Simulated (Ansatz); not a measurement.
YCoSi$_{2}$:
Space group Cmcm (No. 63); a = 4.0254 Å, b = 16.1936 Å, c = 3.9528 Å, α = 90.00°, β = 90.00°, γ = 90.00°

```tsv
atom	site	symmetry	x	y	z
Y	4c	m2m	0.0000	0.1086	0.2500
Co	4c	m2m	0.0000	0.3206	0.2500
Si	4c	m2m	0.0000	0.4567	0.2500
Si	4c	m2m	0.0000	0.2499	0.7500
```
(The calculation used a cell of 8 atoms; values per cell refer to that cell.)

Relaxed with r²SCAN.

Question: Which orbitals make up the states near the Fermi level in DFT-r²SCAN in the program Ansatz with PAW potentials?

Answer: Within 0.5 eV of the Fermi level: Co 3d 41 %, Y 4d 26 %, Si 3p 23 %, outside the projected shells 5 %. Projections are on Löwdin-orthogonalised atomic valence shells; empty p or d shells of many metals are not among them.

Question: Tabulate the density of states.

Answer: States/eV per cell of 8 atoms, in 0.25 eV bins, energy from the Fermi level.

| E (eV) | total | Co 3d | Si 3p | Y 4d |
|---|---|---|---|---|
| -7.85 | 1.26 | 0.09 | 0.28 | 0.16 |
| -7.60 | 1.17 | 0.09 | 0.27 | 0.16 |
| -7.35 | 1.39 | 0.09 | 0.36 | 0.18 |
| -7.10 | 1.50 | 0.09 | 0.39 | 0.21 |
| -6.85 | 1.23 | 0.09 | 0.30 | 0.18 |
| -6.60 | 1.40 | 0.11 | 0.35 | 0.19 |
| -6.35 | 1.04 | 0.10 | 0.29 | 0.12 |
| -6.10 | 1.38 | 0.14 | 0.61 | 0.12 |
| -5.85 | 1.26 | 0.14 | 0.61 | 0.09 |
| -5.60 | 1.06 | 0.14 | 0.59 | 0.09 |
| -5.35 | 1.47 | 0.15 | 0.89 | 0.14 |
| -5.10 | 2.40 | 0.27 | 1.39 | 0.24 |
| -4.85 | 2.63 | 0.36 | 1.55 | 0.22 |
| -4.60 | 3.48 | 0.62 | 2.06 | 0.26 |
| -4.35 | 2.91 | 0.70 | 1.67 | 0.20 |
| -4.10 | 3.50 | 0.80 | 2.01 | 0.28 |
| -3.85 | 4.77 | 1.08 | 2.68 | 0.49 |
| -3.60 | 4.50 | 1.18 | 2.41 | 0.48 |
| -3.35 | 6.80 | 2.07 | 3.33 | 0.87 |
| -3.10 | 7.57 | 2.89 | 3.31 | 0.90 |
| -2.85 | 8.41 | 3.54 | 3.41 | 1.01 |
| -2.60 | 6.24 | 2.70 | 2.29 | 0.88 |
| -2.35 | 4.99 | 2.12 | 1.81 | 0.82 |
| -2.10 | 3.13 | 1.82 | 0.79 | 0.38 |
| -1.85 | 6.82 | 4.69 | 1.02 | 0.71 |
| -1.60 | 8.92 | 7.02 | 0.73 | 0.67 |
| -1.35 | 13.99 | 11.39 | 1.05 | 0.86 |
| -1.10 | 9.68 | 7.33 | 1.02 | 0.84 |
| -0.85 | 6.19 | 4.04 | 1.02 | 0.76 |
| -0.60 | 7.34 | 4.22 | 1.43 | 1.15 |
| -0.35 | 6.11 | 2.89 | 1.35 | 1.34 |
| -0.10 | 4.04 | 1.63 | 0.94 | 1.06 |
| 0.15 | 3.31 | 1.15 | 0.79 | 0.98 |
| 0.40 | 3.13 | 0.94 | 0.74 | 0.98 |
| 0.65 | 3.18 | 0.91 | 0.72 | 1.04 |
| 0.90 | 2.12 | 0.61 | 0.50 | 0.70 |
| 1.15 | 1.72 | 0.41 | 0.44 | 0.60 |
| 1.40 | 1.68 | 0.30 | 0.42 | 0.66 |
| 1.65 | 2.16 | 0.36 | 0.53 | 0.84 |
| 1.90 | 2.61 | 0.51 | 0.58 | 0.96 |
| 2.15 | 3.79 | 0.75 | 0.77 | 1.47 |
| 2.40 | 4.44 | 0.75 | 0.90 | 1.90 |
| 2.65 | 4.53 | 0.59 | 0.90 | 2.13 |
| 2.90 | 5.01 | 0.61 | 1.03 | 2.24 |
| 3.15 | 5.51 | 0.69 | 1.26 | 2.30 |
| 3.40 | 4.73 | 0.51 | 1.02 | 2.05 |
| 3.65 | 5.35 | 0.48 | 1.06 | 2.37 |
| 3.90 | 5.96 | 0.43 | 1.14 | 2.76 |
| 4.15 | 6.41 | 0.37 | 1.06 | 3.20 |
| 4.40 | 6.90 | 0.34 | 1.14 | 3.59 |
| 4.65 | 7.14 | 0.28 | 1.15 | 3.93 |

The first step of the workflow began from a Materials Project structure, measured or hypothetical; the Crystallography Open Database copy checked does not list it. Whether it is the stable phase at ambient conditions was not checked. The r²SCAN relaxation kept the symmetry of its start; its stability against distortions is not shown here. No spin polarisation was allowed. Spin–orbit coupling is left out wherever it is not named.

Potentials: the later of the program's two PAW sets.
